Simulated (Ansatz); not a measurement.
# Calculated with Ansatz: AlHBr₃, single run

Input:

```yaml
crystal:
  lattice:
    - [3.255459, 5.638617, 0.0]
    - [-3.255459, 5.638617, 0.0]
    - [0.0, 0.0, 7.501626]
  atoms:
    - { symbol: Br, position: [0.69118, 0.94259, 0.0] }
    - { symbol: Br, position: [0.05741, 0.63377, 0.5] }
    - { symbol: Br, position: [0.36623, 0.69118, 0.0] }
    - { symbol: Br, position: [0.30882, 0.05741, 0.5] }
    - { symbol: Br, position: [0.94259, 0.36623, 0.0] }
    - { symbol: Br, position: [0.63377, 0.30882, 0.5] }
    - { symbol: Al, position: [0.6667, 0.6666, 0.084] }
    - { symbol: Al, position: [0.3334, 0.3333, 0.584] }
    - { symbol: H, position: [0.6667, 0.6666, 0.232] }
    - { symbol: H, position: [0.3334, 0.3333, 0.732] }
  symmetry: { tolerance: 0.0003 }
kpoints:
  mp_grid: { grid: [3, 3, 3], shift: [0, 0, 0] }
magnetization:
  spin_polarized: false
scf:
  occupations: { method: tetrahedron_uncorrected }
hamiltonian:
  pseudopotentials: { kind: paw }
  xc: pbe
  dispersion: d3bjatm
basis:
  ecutwfc: 420
output:
  forces: true
  stress: true
  eigenvalues: true
total_charge: 1
```

Launch command:

```bash
ansatz run input.yaml --threads 1 --pin off --max-ram 2560MiB --backend cpu --events-out ev --progress --plain --runs-dir out
```

Origin of the cell: a known structure type with other elements, at an estimated volume, so it need not be a known compound.

Output (shortened):

```
Warning: the atoms were moved onto the symmetric positions of the space group found under crystal.symmetry.tolerance 3.0e-4 (fractional; no operation is sought that the atoms, as they stand i […]
Pseudopotentials: kind: paw
Pseudopotential: Br, paw, valence charge 7, recommended cutoff 420 eV (normal), Br.paw.azcp
Pseudopotential: Al, paw, valence charge 3, recommended cutoff 420 eV (normal), Al.paw.azcp
Pseudopotential: H, paw, valence charge 1, recommended cutoff 420 eV (normal), H.paw.azcp
Functional definition: PBE
  exchange = pbe_x(kappa = kappa, mu = beta*pi^2/3)
  correlation = pbe_c(beta = beta)
Crystal: 10 atoms, lattice volume = 275.404 Å³
Basis set: ecut = 420 eV, 5413 PW (Γ), exchange–correlation on 90×90×108 points (8 copies of the dense FFT grid, shifted against one another)
Bands: 35, of which v1, the nominal top of the filled ones, is band 25 counted from 1 (24 counted from 0)
Symmetry: 6 space group operations
[… 8 lines left out …]
Initial density: superposition of atomic densities (neutral atoms scaled as one to the charged cell's electrons: chi_scale 0, normalization atom), corrected by the library's trained network
Functional: x = pbe(κ = 0.804, μ = 0.219515), c = pbe(β = 0.066725)
SCF iter   1: F=—  HF=-17798.952993 eV  Δρ=1.97e-2  dr2=1.76e0  defer=2
SCF iter   2: F=—  HF=-17798.893658 eV  Δρ=2.15e-2  dr2=1.37e0  defer=17
SCF iter   3: F=—  HF=-17798.724672 eV  Δρ=7.35e-3  dr2=1.94e-1  defer=17
SCF iter   4: F=—  HF=-17798.705886 eV  Δρ=1.02e-2  dr2=3.67e-1  defer=17
SCF iter   5: F=—  HF=-17798.678865 eV  Δρ=3.76e-3  dr2=5.36e-2  defer=17
SCF iter   6: F=—  HF=-17798.675389 eV  Δρ=1.06e-3  dr2=3.68e-3  defer=17
SCF iter   7: F=—  HF=-17798.675259 eV  Δρ=5.34e-4  dr2=1.06e-3  defer=17
SCF iter   8: F=—  HF=-17798.675232 eV  Δρ=3.66e-4  dr2=5.18e-4  defer=17
SCF iter   9: F=—  HF=-17798.675188 eV  Δρ=1.94e-4  dr2=1.37e-4  defer=17
SCF iter  10: F=—  HF=-17798.675167 eV  Δρ=3.35e-5  dr2=4.73e-6  defer=17
SCF iter  11: F=—  HF=-17798.674983 eV  Δρ=2.07e-5  dr2=1.45e-6  defer=17
SCF iter  12: F=-17798.674981 eV  HF=-17798.674981 eV  Δρ=5.09e-6  dr2=8.71e-8
SCF 1 converged in 12 iterations: F = -17798.674981 eV  dr2 = 8.71e-8
SCF converged after 12 iterations
Free energy (F): -17798.674981 eV
Harris-Foulkes:  -17798.674981 eV  (|F-HF|=5.13e-8)
Internal energy: -17798.673778 eV  (E = F + TS)
E sigma→0 (E₀):  -17798.674981 eV
Entropy (-TS):   -0.001203 eV (-0.120 meV/atom)
Fermi energy:    0.056020 eV
--- Per-component energies (eV) ---
  E_band       = -228.113109
  E_kinetic    = 900.821689
  E_local      = -1810.598335  (includes V_loc(G=0)·N_el)
  E_nonlocal   = 461.712478
  E_hartree    = 501.735021
  E_xc         = -1683.366585
  E_vxc        = -699.699864  (∫ρ·V_xc dr)
  E_paw        = -14421.903225  (= ΣΔE_a)
  E_vpaw       = -83.814062  (= ΣTr[D̂ρ^β])
  E_aug_tail   = -0.003320  (compensation charges beyond the density's cutoff)
  E_ewald      = -1745.482415
  E_disp       = -1.589086  (pairwise vdW)
  E_smearing   = -0.001203  (= −TS)
  E_deformation_potential = 8.043841  (in the stress; not in F)
  Σ components = -17798.674981   (vs F -17798.674981, Δ=0.00e0)
--- Forces (eV/Å), atoms counted from 1 ---
  atom   1  Br    -3.258047     6.623707    -2.262321
  atom   2  Br    -7.365322     0.490302    -2.262321
  atom   3  Br    -4.107275    -6.133405    -2.262321
  atom   4  Br     3.258047    -6.623707    -2.262321
  atom   5  Br     7.365322    -0.490302    -2.262321
  atom   6  Br     4.107275     6.133405    -2.262321
  atom   7  Al     0.000000     0.000000   -12.144745
  atom   8  Al    -0.000000     0.000000   -12.144745
  atom   9  H     -0.000000    -0.000000    18.931710
  atom  10  H      0.000000     0.000000    18.931710
  max |Σ_I F_I| component: 1.66e-6 eV/Å
--- Stress (GPa, compression-positive) ---
       23.594153      -0.000011      -0.000000
        0.000011      23.594153       0.000000
        0.000000      -0.000000      28.146652
  P = ⅓ Tr σ = 25.1117 GPa (251.117 kbar)
```

Caveats: charged cell with a uniform background, whose pressure depends on convention; no moments, though an odd count or open d shells may carry them; the given cell is far from equilibrium, with atoms too close or a volume far off; the k mesh is coarse if the cell is a metal.

Time: 5 s of wall time on 1 CPU thread(s) of a shared host, from the program's own first density.
